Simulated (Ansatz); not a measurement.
In plane-wave PAW PBE (Ansatz code), SiGe in the orthorhombic phase (Pmma; Si on 2e, Ge on 2f) relaxes to a = 3.960 Å, b = 3.966 Å, c = 5.596 Å. Si has 4 nearest neighbours from 2.39 Å (tetrahedral); Ge has 4 nearest neighbours from 2.43 Å (tetrahedral). Its formation energy from the elements is 0.020 eV/atom, with no fitted shifts.

The Kohn–Sham gap is 0.27 eV (indirect). Gap from PBE with spin–orbit coupling: 0.23 eV. The electron mass is 0.064, 0.096, 0.21 mₑ (principal values). The hole mass is 0.052, 0.25, 2.0 mₑ (principal values).

The bulk modulus is 74.1 GPa.

The start of the workflow was typed in or built on a structure type; neither database checked (COD, Materials Project) lists it. Whether it is the stable phase at ambient conditions was not checked. The cell was relaxed with PBE under the symmetry of its start; whether a distortion lowers the energy is not shown. The references are the lowest solids computed at this level, not always the standard phases. Spin–orbit coupling is left out wherever it is not named.

Potentials: the later of the program's two PAW sets.
